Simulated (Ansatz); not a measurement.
Kick test of a cell of YRu2Rh4

It was reached by relaxing an invented guess, and it needn't be the stable form of this composition.

Computed with Ansatz, DFT PBE, scalar-relativistic, plane waves, PAW. Settings: cutoff 420 eV, Γ-centred mesh 8×8×8 on the computed 7-atom cell, Gaussian smearing of 0.10 eV; no spin polarisation.

The cell below (7 atoms, space group I4/mmm (No. 139)) is relaxed within its symmetry.

```
Y Ru Rh
1.0
    -3.31230    3.31230    2.54735
     3.31230   -3.31230    2.54735
     3.31230    3.31230   -2.54735
Y Ru Rh
1 2 4
Cartesian
  0.0000 0.0000 0.0000
  0.0000 3.3123 1.2737
  3.3123 0.0000 1.2737
  1.9945 1.9945 0.0000
  1.3178 1.3178 2.5473
  1.3178 -1.3178 2.5473
  -1.3178 1.3178 2.5473
```

For the test it was strained at random (σ = 1.5 % a component), the atoms were moved at random (σ = 0.05 Å), and all was relaxed again on a coarse 6×6×6 mesh (in the run’s order of axes) with 0.20 eV smearing, with no symmetry imposed.

Q: Is the structure stable against such a distortion?

A: It returns, within 1 meV/atom of the unmoved cell on that mesh and with the same symmetry when read at 0.1 Å. So it is stable against the distortions that fit this cell and that this random move excites. Modes that don't fit the cell aren't tested.
